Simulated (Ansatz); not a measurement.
ZnS (zinc blende)

```
ZnS
1.0
    0.00000     5.39041     5.39041
    2.69520     0.00000     2.69520
    2.69520     2.69520     0.00000
S Zn
2 2
Direct
  0.37500   0.75000   0.75000
  0.87500   0.75000   0.75000
  0.00000   0.00000   0.00000
  0.50000   0.00000   0.00000
```

A phonon eigenvector at L = (0.5, 0.0, 0.0) is frozen into this cell: atom i moves by Q times the vector below, so Q is the largest atomic displacement, in Å. The cell is held. (q is in reciprocal vectors of the primitive cell; the cell shown is doubled to hold the pattern.)

| atom | x | y | z |
|---|---|---|---|
| S1 | -0.141 | 0.141 | 0.141 |
| S2 | 0.141 | -0.141 | -0.141 |
| Zn3 | -0.577 | 0.577 | 0.577 |
| Zn4 | 0.577 | -0.577 | -0.577 |

Calculation: r2SCAN (plane waves to 500 eV, PAW, scalar-relativistic; Ansatz, a quantum-chemistry and plane-wave program). k mesh 11×11×11 (Γ-centred), Fermi-Dirac smearing 0.05 eV. E stands for the smeared free energy. The PAW data are Ansatz's earlier set. ZnS was relaxed with its symmetry unable to fall. The zero of ΔE is the undisplaced structure.

```tsv
Q (Å)	ΔE (meV/cell)
-0.180	307
-0.150	withheld
-0.120	136
-0.090	77
-0.060	34
-0.030	9
0.000	0
0.030	9
0.060	34
0.090	77
0.120	136
0.150	withheld
0.180	307
```

Q: Fit an even polynomial form (powers 2, 4) to the given rows and predict ΔE at Q = 0.150.

A: Least squares on the 11 given rows: ΔE = (9458)·Q² + (489.4)·Q⁴, in meV/cell with Q in Å; root-mean-square residual 0.3 meV/cell. At 0.150 the fit gives 213 meV/cell; the calculation gives 213 meV/cell, the same to the digits shown. The quadratic term alone would give 213 meV/cell.

(For displaced atoms, the force is minus the slope of the energy, and its curvature is a force constant, which sets phonon frequencies.)
